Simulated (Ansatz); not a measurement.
Ansatz (a first-principles code) input:

Ansatz 0.2 input:
```yaml
crystal:
  lattice:
    - [4.4607361269, -2.7586127614, 0.0]
    - [4.4607361269, 2.7586127614, 0.0]
    - [0.0, 0.0, 4.8651049062]
  atoms:
    - { symbol: Si, position: [0.0256805824, 0.3274985461, 0.2710878472] }
    - { symbol: Si, position: [0.9743194176, 0.6725014539, 0.7710878472] }
    - { symbol: Si, position: [0.6725014539, 0.9743194176, 0.2710878472] }
    - { symbol: Si, position: [0.3274985461, 0.0256805824, 0.7710878472] }
    - { symbol: N, position: [0.0940961148, 0.3421868699, 0.6162571039] }
    - { symbol: N, position: [0.9059038852, 0.6578131301, 0.1162571039] }
    - { symbol: N, position: [0.6578131301, 0.9059038852, 0.6162571039] }
    - { symbol: N, position: [0.3421868699, 0.0940961148, 0.1162571039] }
    - { symbol: O, position: [0.7877412208, 0.2122587792, 0.2180400976] }
    - { symbol: O, position: [0.2122587792, 0.7877412208, 0.7180400976] }
kpoints:
  mp_grid: { grid: [5, 5, 5] }
basis: { xc_grid: 2 }
hamiltonian:
  xc: pbesol
  pseudopotentials: { azcp: { folder: ./paw }, kind: paw }
scf:
  occupations: { method: fixed }
output:
  optics: { e_range: [0.0, 15.0], de: 0.05, sigma: 0.1, bands: { spectra_wanted_up_to: 12 eV } }
```

Output (shortened):

```
output.optics: the spectra are integrated over the Brillouin zone by k·p interpolation around the k-points, where levels, occupations, output.optics.sigma and …
Pseudopotential: Si, paw, valence charge 4
Pseudopotential: N, paw, valence charge 5
Pseudopotential: O, paw, valence charge 6
Functional definition: PBEsol
Crystal: 10 atoms, lattice volume = 119.735 Å³
Basis set: ecut = 420 eV, 2319 PW (Γ), exchange–correlation on 72×72×72 points (8 copies of the dense FFT grid, shifted against one another)
Bands: 34, of which v1, the nominal top of the filled ones, is band 24 counted from 1 (23 counted from 0)
Symmetry: 4 space group operations
Space group: Cmc21 (ITA 36), of the structure as read, at distance tolerance 4.9e-5 Å
k-points: 27 of 125 (time reversal used)
SCF iter   1: F=—  HF=-5141.666191 eV  |F-HF|=—  |Δ(HF+E_count)|=         —  Δρ=1.39e-1  dr2=2.52e1  ethr=3.10e-3  ⟨swp⟩=5.0  Hψ=3947  notcnv=0  defer=173
preconditioner: auto → Resta (q_TF=auto, 2.343 Å⁻¹)
SCF iter   2: F=—  HF=-5134.096820 eV  |F-HF|=—  |Δ(HF+E_count)|=    7.57e0  Δρ=4.52e-2  dr2=1.48e0  ethr=3.10e-3  ⟨swp⟩=3.9  Hψ=2666  notcnv=0  defer=177
SCF iter   3: F=—  HF=-5133.825902 eV  |F-HF|=—  |Δ(HF+E_count)|=   2.71e-1  Δρ=2.25e-2  dr2=4.02e-1  ethr=3.09e-3  ⟨swp⟩=1.5  Hψ=1159  notcnv=0  defer=187
SCF iter   4: F=—  HF=-5133.760400 eV  |F-HF|=—  |Δ(HF+E_count)|=   6.55e-2  Δρ=5.07e-3  dr2=2.57e-2  ethr=8.38e-4  ⟨swp⟩=3.7  Hψ=1498  notcnv=0  defer=214
SCF iter   5: F=—  HF=-5133.757876 eV  |F-HF|=—  |Δ(HF+E_count)|=   2.52e-3  Δρ=1.65e-3  dr2=3.88e-3  ethr=5.35e-5  ⟨swp⟩=2.0  Hψ=1835  notcnv=0  defer=216
SCF iter   6: F=—  HF=-5133.761127 eV  |F-HF|=—  |Δ(HF+E_count)|=   3.25e-3  Δρ=3.22e-4  dr2=1.93e-4  ethr=8.08e-6  ⟨swp⟩=2.8  Hψ=1301  notcnv=0  defer=216
SCF iter   7: F=—  HF=-5133.761453 eV  |F-HF|=—  |Δ(HF+E_count)|=   3.26e-4  Δρ=6.76e-5  dr2=9.39e-6  ethr=4.03e-7  ⟨swp⟩=2.0  Hψ=1463  notcnv=0  defer=216
SCF iter   8: F=—  HF=-5133.761538 eV  |F-HF|=—  |Δ(HF+E_count)|=   8.50e-5  Δρ=1.59e-5  dr2=3.67e-7  ethr=1.96e-8  ⟨swp⟩=2.0  Hψ=1482  notcnv=0  defer=210
SCF iter  11: F=-5133.761536 eV  HF=-5133.761536 eV  |F-HF|=1.09e-11  |Δ(HF+E_count)|=  4.47e-10  Δρ=6.79e-8  dr2=5.66e-12  ethr=1.00e-12  ⟨swp⟩=12.1  Hψ=5356  notcnv=0
SCF 1 converged in 11 iterations: F = -5133.761536 eV  dr2 = 5.66e-12
NSCF: frozen V_eff on 27 k-points
Optics k sum: 0 of 27 k-points
Optics k sum: 2 of 27 k-points
Optics k sum: 3 of 27 k-points
Optics k sum: 5 of 27 k-points
Optics k sum: 6 of 27 k-points
Optics k sum: 7 of 27 k-points
Optics k sum: 9 of 27 k-points
Optics k sum: 10 of 27 k-points
Optics k sum: 11 of 27 k-points
Optics k sum: 13 of 27 k-points
Optics k sum: 14 of 27 k-points
Optics k sum: 15 of 27 k-points
Optics k sum: 17 of 27 k-points
Optics k sum: 18 of 27 k-points
Optics k sum: 19 of 27 k-points
Optics k sum: 21 of 27 k-points
Optics k sum: 22 of 27 k-points
Optics k sum: 23 of 27 k-points
Optics k sum: 25 of 27 k-points
Optics k sum: 26 of 27 k-points
Optics k sum: 27 of 27 k-points
Optics k sum: 0 of 27 k-points
Optics k sum: 2 of 27 k-points
Optics k sum: 3 of 27 k-points
Optics k sum: 5 of 27 k-points
Optics k sum: 6 of 27 k-points
Optics k sum: 7 of 27 k-points
Optics k sum: 9 of 27 k-points
Optics k sum: 10 of 27 k-points
Optics k sum: 11 of 27 k-points
Optics k sum: 13 of 27 k-points
Optics k sum: 14 of 27 k-points
Optics k sum: 15 of 27 k-points
Optics k sum: 17 of 27 k-points
Optics k sum: 18 of 27 k-points
Optics k sum: 19 of 27 k-points
Optics k sum: 21 of 27 k-points
Optics k sum: 22 of 27 k-points
Optics k sum: 23 of 27 k-points
Optics k sum: 25 of 27 k-points
Optics k sum: 26 of 27 k-points
Optics k sum: 27 of 27 k-points
NSCF: frozen V_eff on 1 k-points
NSCF: frozen V_eff on 1 k-points
NSCF: frozen V_eff on 1 k-points
NSCF: frozen V_eff on 1 k-points
NSCF: frozen V_eff on 1 k-points
NSCF: frozen V_eff on 1 k-points
NSCF: frozen V_eff on 1 k-points
output.optics: what the bands over the 57 summed would add to eps1, eps2 and the energy-loss function is held between a lower and an upper bound (7 Lanczos …
SCF converged after 11 iterations
Free energy (F): -5133.761536 eV
Harris-Foulkes:  -5133.761536 eV  (|F-HF|=1.09e-11)
Internal energy: -5133.761536 eV  (E = F + TS)
E sigma→0 (E₀):  -5133.761536 eV
Fermi energy:    5.259785 eV
--- Per-component energies (eV) ---
  E_band       = -89.541299
  E_kinetic    = 1050.976317
  E_local      = -2195.075073  (includes V_loc(G=0)·N_el)
  E_nonlocal   = 331.428120
  E_hartree    = 792.434789
  E_xc         = -607.678385
  E_vxc        = -681.853258  (∫ρ·V_xc dr)
  E_paw        = -2802.624549  (= ΣΔE_a)
  E_vpaw       = -179.892206  (= ΣTr[D̂ρ^β])
  E_aug_tail   = 0.005229  (compensation charges beyond the density's cutoff)
  E_ewald      = -1703.537197
  E_core_change = 0.309214  (= ΣΔE_core)
  E_smearing   =  0.000000  (= −TS)
  E_closure    =  0.000000  (closes the sum)
  Σ components = -5133.761536   (vs F -5133.761536, Δ=0.00e0)
  [band-id]    e_kinetic+e_local+e_nonlocal+2·e_hartree+e_vxc+e_vpaw+e_augmentation_tail = -89.541294   (vs E_band -89.541299, Δ=4.81e-6)
--- Band table (eV; the first three rows and the last of 27) ---
  k-point 0: bands = ["-14.0219", "-13.5196", "-10.8968", "-9.1698", "-8.9926", "-8.9123", "-3.8482", "-3.5320", "-3.0488", "-0.8795", "-0.3575", "-0.2446", "0.0504", "0.8365", "1.2027", "1.8735", "2.2268", "3.0437", "3.2454", "3.5490", "3.5679", "4.2101", …
  k-point 1: bands = ["-13.9657", "-13.5588", "-10.7835", "-9.2343", "-9.1162", "-8.9691", "-4.0146", "-3.8289", "-2.4453", "-0.9734", "-0.4287", "-0.2754", "0.6320", "0.9554", "1.2895", "1.7076", "2.2802", "2.9996", "3.1231", "3.3217", "3.5079", "4.1240", …
  k-point 2: bands = ["-13.8261", "-13.6703", "-10.4376", "-9.8744", "-9.0065", "-8.9477", "-4.2739", "-4.2323", "-1.0452", "-0.9211", "-0.6846", "-0.1202", "0.5580", "0.8848", "1.4697", "1.7594", "2.2562", "2.3307", "3.2466", "3.3913", "3.6316", "3.9519", …
  k-point 26: bands = ["-13.6614", "-13.5976", "-10.8193", "-10.0809", "-9.2712", "-8.9820", "-2.6732", "-2.6195", "-2.3560", "-2.1225", "-0.1915", "0.3435", "0.6201", "0.8922", "1.2878", "1.7732", "1.9056", "2.1721", "2.9108", "3.0054", "3.5508", "4.0228", …
```

Cost: about 50 core-seconds (a rough figure) on shared cores.

Space group Cmc2_1. The workflow started from a Materials Project entry (that database holds measured and hypothetical structures alike); the Crystallography Open Database files this formula in space group No. 36, but the cells were not matched. Its standing as an ambient phase is unchecked. The PBEsol relaxation kept the symmetry of its start; whether a distortion lowers the energy is not shown.

Potentials: the earlier of the program's two PAW sets.

Ansatz is a plane-wave DFT program.
